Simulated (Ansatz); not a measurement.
IrRhN$_{2}$:
```yaml
crystal:
  lattice:
    - [1.46461, 0.84559, 6.26084]
    - [-1.46461, 0.84559, 6.26084]
    - [0.00000, -1.69118, 6.26084]
  atoms:
    - { symbol: Ir, position: [0.50000, 0.50000, 0.50000] }
    - { symbol: Rh, position: [0.00000, 0.00000, 0.00000] }
    - { symbol: N, position: [0.89668, 0.89668, 0.89668] }
    - { symbol: N, position: [0.10332, 0.10332, 0.10332] }
```

Relaxed with PBE. Special points in fractions of this cell's reciprocal vectors: Γ (0.000, 0.000, 0.000); T (0.500, 0.500, 0.500); H2 (0.821, 0.179, 0.500); H0 (0.500, -0.179, 0.179); L (0.500, 0.000, 0.000); S0 (0.339, -0.339, 0.000); S2 (0.661, 0.000, 0.339); F (0.500, 0.000, 0.500).

Q: List the band energies nearest the Fermi level at these points for PBE (plane waves, PAW; program Ansatz).

A: In eV from the Fermi level; about four levels below and three above (degenerate sets whole), none deeper than 8.9 eV; points with the same levels are listed once.

```csv
k,below,above
Γ,-1.24 -1.24 -1.00 -1.00,4.43 4.43 5.38
T,-2.48 -2.48 -1.76 -1.76 -0.55,0.73 0.73 3.70 3.70
H2,-1.66 -1.28 -1.12 -0.34,0.25 2.36 3.93
L,-3.37 -2.48 -0.95 -0.69,0.13 0.19 0.44
S0,-1.67 -1.29 -0.97 -0.51,0.36 2.33 4.01
F,-2.34 -1.75 -1.24 -0.69,0.36 0.44 2.09
```

Space group R-3m. The start of the workflow was typed in or built on a structure type; neither database checked (COD, Materials Project) lists it. Its standing as an ambient phase is unchecked. Symmetry was held in the PBE relaxation; its stability against distortions is not shown here. The workflow began spin-polarised and lost its moments. Its formation energy is positive at this level, so the cell may be metastable or incomplete. Scalar-relativistic: spin–orbit coupling is off unless named, which matters more the heavier the elements.

Potentials: the earlier of the program's two PAW sets.
